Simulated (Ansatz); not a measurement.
A geometry of SnO2 away from equilibrium: step 2 of the relaxation of a relaxed SnO2 cell shaken by Gaussian noise of σ = 0.08 Å a coordinate. Method: r2SCAN (plane waves to 500 eV, PAW, scalar-relativistic; Ansatz, an electronic-structure program). Γ-centred k-mesh 4×4×4 on the run's cell (coarser than for final values), Fermi–Dirac smearing 0.05 eV.

```
SnO2
1.0
    4.73203     0.00996    -0.02742
    0.01209     5.71195     0.05143
   -0.03035     0.04691     5.26885
Sn O
4 8
Direct
  0.49027   0.16779   0.74873
  0.99010   0.33985   0.24798
  0.48465   0.83252   0.24197
  0.98590   0.66417   0.73987
  0.24266   0.38694   0.91725
  0.73228   0.10006   0.08943
  0.78182   0.59910   0.08930
  0.29112   0.87762   0.92695
  0.77399   0.38984   0.58740
  0.26945   0.10742   0.42149
  0.23753   0.60384   0.42415
  0.73666   0.89840   0.58716
```

**Question.** Which atoms carry the largest force, and which way does it point?

**Answer.** 3.22 eV/Å, on O8 (atoms numbered as listed); on O8 its components are (-1.97, 0.12, -2.54).

**Question.** What is the pressure?

**Answer.** +2.4 GPa, compression positive.

**Question.** How much energy per atom can still be gained by relaxing?

**Answer.** 0.06 eV/atom; the path ends in Pbcn (No. 60).

No spin polarisation in the result.

The first start was generated by placing the elements on the sites of a structure type. Materials Project lists a structure of SnO2 in the same space group, Pbcn (No. 60); the sites were not compared with it, nor with measured phases. Known forms of SnO2 include space group No. 136.
